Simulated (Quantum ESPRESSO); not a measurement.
Simulation results for Ga₂Sn₃Ru₂W (simulated cell)

Computed with Quantum ESPRESSO 7.5. Calculation on a made-up metal alloy cell, not a measurement, run again with a planted mistake, found by running each candidate: no spin or spin-orbit, unrelaxed, 2900 K smearing, stress positive in tension, cell energy less the intended atoms' offsets; periodic Kohn-Sham density functional theory in plane waves with PseudoDojo standard norm-conserving scalar-relativistic pseudopotentials, each functional with its own files (v0.5 for PBE, v0.4.1 for LDA and PBEsol), eight atoms on drawn sites of a strained close-packed or body-centred lattice, each displaced and held fixed; the energy is the cell's free energy, ions and the entropy term -TS included, at the stated Fermi-Dirac width, less a fixed offset for each atom's element (shifted free energy); compositions with an open d shell lost a parallel starting moment in a cheaper test run, and other magnetic orders were not tried; an error bar is the largest change of its kind in a tighter rerun, never given below 0.002 eV, 0.02 GPa or 0.003 eV/angstrom, and covers cutoff and k-mesh only, not smearing or the files.

### Ga₂Sn₃Ru₂W (simulated cell)

```
Ga2Sn3Ru2W
1.0
      2.0506     4.1011     2.0506
      0.0000     4.1011    -4.1011
     -4.1011     4.1011     0.0000
Sn Ru Ga Sn W Sn Ga Ru
1 1 1 1 1 1 1 1
Direct
  0.02430 -0.00158 -0.02416
  -0.01787 0.00391 0.48566
  0.00062 0.50354 0.02160
  -0.00268 0.51857 0.51779
  0.50393 0.26026 0.25258
  0.50943 0.27574 0.75881
  0.46405 0.75796 0.25929
  0.50539 0.75006 0.74630
```

* lattice type: face-centred cubic
* intended functional: pbe
* cutoff: 1143 eV
* fermi dirac smearing: 0.25 eV
* intended electrons removed: 0
* healthy entropy term negative ts: -1.289 eV
* healthy pressure: 7.94 GPa
* healthy stress xx: -7.39 GPa
* healthy stress yy: -9.8 GPa
* healthy stress zz: -6.64 GPa
* healthy stress yz: -4.25 GPa
* healthy stress xz: 3.24 GPa
* healthy stress xy: -5.89 GPa
* faulty entropy term negative ts: -1.2 eV
* faulty pressure: 7.29 GPa
* faulty stress xx: -9.46 GPa
* faulty stress yy: -3.68 GPa
* faulty stress zz: -8.73 GPa
* faulty stress yz: -1.35 GPa
* faulty stress xz: -2.14 GPa
* faulty stress xy: 0.84 GPa
* candidate first exchanged site: 6
* candidate second exchanged site: 8
* candidate length scale change: 1.72 percent
* candidate functional: lda
* candidate wrong element site: 6
* candidate wrong element: Al
* candidate misplaced site: 5
* candidate misplaced along: x
* candidate misplaced by: -0.15 Å
* k mesh: 5 x 5 x 5 shifted half a step off Gamma on each axis
* structure shown: the intended cell
* healthy shifted free energy: 1.745 eV
* faulty shifted free energy: 1.421 eV

Atoms:
```tsv
atoms element	atom site	atom energy offset (eV)
Sn	1	-2144.16
Ru	2	-2750.51
Ga	3	-2081.03
Sn	4	-2144.16
W	5	-2063.48
Sn	6	-2144.16
Ga	7	-2081.03
Ru	8	-2750.51
```

Healthy forces:
```tsv
site	x (eV/Å)	y (eV/Å)	z (eV/Å)
1	-0.611	-0.338	0.234
2	0.765	0.585	-0.587
3	-0.422	-0.37	-0.209
4	0.676	-0.306	-0.433
5	-0.739	0.398	0.354
6	0.3	-0.957	0.951
7	0.33	0.985	-0.091
8	-0.299	0.003	-0.219
```

Faulty forces:
```tsv
site	x (eV/Å)	y (eV/Å)	z (eV/Å)
1	-1.213	-0.445	-2.013
2	0.237	-0.088	-0.334
3	-0.477	-0.215	1.05
4	1.035	-0.574	1.767
5	-0.171	0.092	0.138
6	-0.004	-0.111	0.132
7	0.415	0.828	0.109
8	0.177	0.513	-0.849
```

Candidate mistake: atoms exchanged, cell scaled, wrong functional, wrong element, atom misplaced

Notes: the tin pseudopotential is less sure than most, with forces differing by about three percent from a second method on plain tin; heavy elements are run without spin-orbit coupling, which real alloys of them have; a spin test at this wide smearing found no moment, but such smearing suppresses magnetism that the real alloy may have; another functional or element uses other pseudopotential files, so its energy jump is mostly a change of zero; lattice, volume and sites are drawn at random and may be unstable or far from any real phase; energies are for the whole cell, less offsets fitted to these runs, so they are not formation energies; error bars of the healthy run: energy 0.0029 eV, stress 0.03 GPa, force 0.0075 eV/Å, from a tighter rerun of this or a related cell; largest difference from healthy 301 error bars; largest difference from nearest other mistake 309 error bars.

**Q.** What fault kind does the calculation give for Ga₂Sn₃Ru₂W (simulated cell)?
**A.** atoms exchanged (first exchanged site 6, second exchanged site 8)
